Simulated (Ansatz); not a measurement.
TaSi$_{2}$ (CrSi2 type, space group P6_222)

```xyz
9
Lattice="4.7760 0.0000 0.0000 -2.3880 4.1362 0.0000 0.0000 0.0000 6.5628" Properties=species:S:1:pos:R:3 pbc="T T T"
Ta     2.3880     0.0000     0.0000
Ta     1.1940     2.0681     2.1876
Ta    -1.1940     2.0681     4.3752
Si     0.0000     1.3105     0.0000
Si     3.6411     0.6552     2.1876
Si     1.2531     3.4809     4.3752
Si     2.3880     2.8257     0.0000
Si    -1.2531     3.4809     2.1876
Si     1.1349     0.6552     4.3752
```

The slice is a (0001) plane (indices of the conventional cell) through the point (0.158, 0.842, 0.333) (fractional), spanned by u = [110] and v = [1 -1 0] in vectors of this cell: u (4.78 Å) and v (8.27 Å, at 90° to u). It covers one period; positions are fractions (u, v).

Method: r2SCAN (plane waves to 500 eV, PAW, scalar-relativistic; Ansatz, a program for electronic structure). k mesh 11×11×7. Inside the PAW spheres the values are not all-electron values, and peaks at nuclei hang on which shells count as valence. Spin-orbit coupling is left out, though Ta is heavy. TaSi2 is run without spin polarisation. TaSi2 was relaxed with its symmetry unable to fall.

Question: Predict the map of the electrostatic potential energy of an electron, from the cell's mean on the slice.

Answer: 
```
|xxxxxx33662200xx00226633xxxx|
|xxxxxx6622xxxxxxxxxx2266xxxx|
|2244777700xxxxxxxxxx00777744|
|6677997700xxxxxxxxxx00779977|
|xxxx556600xxxxxxxxxx006655xx|
|xxxxxx554400xxxxxx004455xxxx|
|xxxxxx228855000000558822xxxx|
|xxxxxx229999887788999922xxxx|
|xxxxxx559988442244889955xxxx|
|xxxx338877xxxxxxxxxx778833xx|
|6677999944xxxxxxxxxx44999977|
|5566999922xxxxxxxxxx22999966|
|xx00226633xxxxxxxxxx33662200|
|xxxxxx2266xxxxxxxxxx6622xxxx|
|xxxxxx007777442244777700xxxx|
|xxxxxx007799776677997700xxxx|
|xxxxxx006655xxxxxx556600xxxx|
|xxxx004455xxxxxxxxxx554400xx|
|0000558822xxxxxxxxxx22885500|
|7788999922xxxxxxxxxx22999988|
|2244889955xxxxxxxxxx55998844|
|xxxxxx778833xxxxxx338877xxxx|
|xxxxxx449999776677999944xxxx|
|xxxxxx229999665566999922xxxx|
```
Scale: ten equal steps from 2.00 (start of '0') to 10.25 (end of '9'), in the order '0123456789'. Values: electrostatic potential energy of an electron, from the cell's mean, in eV. The map has 14 points along u (two characters each, u = 0 at the left) and 24 along v (v = 0 in the bottom row). Points within 1 Å of a nucleus are blanked (x), as the pseudised field means little there. Values under 2 eV are set to 2. The zero, the cell's mean, hangs on the PAW cores.
